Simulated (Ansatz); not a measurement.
BN:
```yaml
crystal:
  lattice:
    - [2.59518, 0.00000, 0.00000]
    - [-1.29759, 2.24749, 0.00000]
    - [0.00000, 0.00000, 5.79885]
  atoms:
    - { symbol: B, position: [0.50000, 0.00000, 0.50000] }
    - { symbol: B, position: [0.00000, 0.50000, 0.16667] }
    - { symbol: B, position: [0.50000, 0.50000, 0.83333] }
    - { symbol: N, position: [0.50000, 0.00000, 0.00000] }
    - { symbol: N, position: [0.00000, 0.50000, 0.66667] }
    - { symbol: N, position: [0.50000, 0.50000, 0.33333] }
```

Relaxed with PBE+D3(BJ). Special points in fractions of this cell's reciprocal vectors: Γ (0.000, 0.000, 0.000); M (0.500, 0.000, 0.000); K (0.333, 0.333, 0.000); A (0.000, 0.000, 0.500); L (0.500, 0.000, 0.500); H (0.333, 0.333, 0.500).

Q: List the band energies nearest the valence-band maximum at these points for DFT-PBE+D3(BJ) in the program Ansatz with PAW potentials.

A: In eV from the valence-band maximum; about four levels below and three above (degenerate sets whole), none deeper than 8.9 eV; points with the same levels are listed once.

| k | below | above |
|---|---|---|
| Γ | -1.02 -1.02 -0.70 0.00 | 6.79 6.79 7.87 7.87 |
| M | -3.53 -3.52 -3.24 -2.54 | 3.72 4.15 6.44 |
| K | -6.73 -6.73 -4.23 -2.70 -2.70 | 6.35 6.35 7.38 |
| A | -0.96 -0.89 -0.89 -0.78 | 5.94 7.48 8.45 8.45 |
| L | -4.20 -3.72 -2.60 -2.45 | 4.93 5.48 6.88 |
| H | -5.43 -5.43 -4.00 -2.51 | 6.47 8.42 8.42 |

Space group P6_222. A made-up cell: these elements were put on the sites of a structure type; neither database checked (COD, Materials Project) lists it. It is not the phase usual at ambient conditions (space group No. 186, 194, 216). Symmetry was held in the PBE+D3(BJ) relaxation; phonons on a q-mesh show no instability.

Potentials: the later of the program's two PAW sets.
